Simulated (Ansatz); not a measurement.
Compressing Cd3Pt: a fit and a missing row

Cd3Pt, I4/mmm, a = 4.137 Å, c = 8.629 Å. The structure is a Materials Project entry; whether it is the stable form wasn't checked. Ansatz: r2SCAN, PAW, 500 eV, Γ-centred 14×14×14 mesh on 4 atoms, Gaussian smearing 0.10 eV; no spin polarisation. Shape and atoms are relaxed at each volume; pressure is positive in compression.

| V (Å³/atom) | P (GPa) |
| --- | --- |
| 17.353 | ? |
| 17.907 | 3.64 |
| 18.461 | 0.01 |
| 19.015 | -2.98 |
| 19.569 | -5.43 |

Question: Take V0 = 18.461 Å³/atom, count pressures from its P0 = 0.01 GPa, fit the third-order Birch–Murnaghan form to the other rows, and predict the missing pressure.

Answer: With the Eulerian strain f = ½[(V0/V)^(2/3) − 1] and y = (P − P0)/[3f(1 + 2f)^(5/2)], the form is the line y = B0 + 1.5 B0 (B0′ − 4) f. Rows (f, y): 0.01026, 112.1; -0.00976, 107.3; -0.01906, 104.8. Means f = -0.006187, y = 108.07; Σ(Δf)² = 0.0004490, ΣΔfΔy = 0.1111; the slope is their ratio. y = 109.6 + 247.5 f GPa, so B0 = 109.6 GPa and B0′ = 4 + 2 × (247.5)/(3 × 109.6) = 5.51. At V = 17.353, f = 0.02106, y = 114.81 and P = 8.05 GPa. The run gave 8.04 GPa, so the fit is 0.01 GPa too high, a small miss on the scale of the series. The form still works here, 33 % of the fitted range beyond its end.

Spin–orbit coupling is left out, which can shift energies with elements as heavy as these.

Cost: 5 runs of about 12 core-minutes in all, on Intel Xeon Platinum 8488C (Sapphire Rapids) (shared hosts).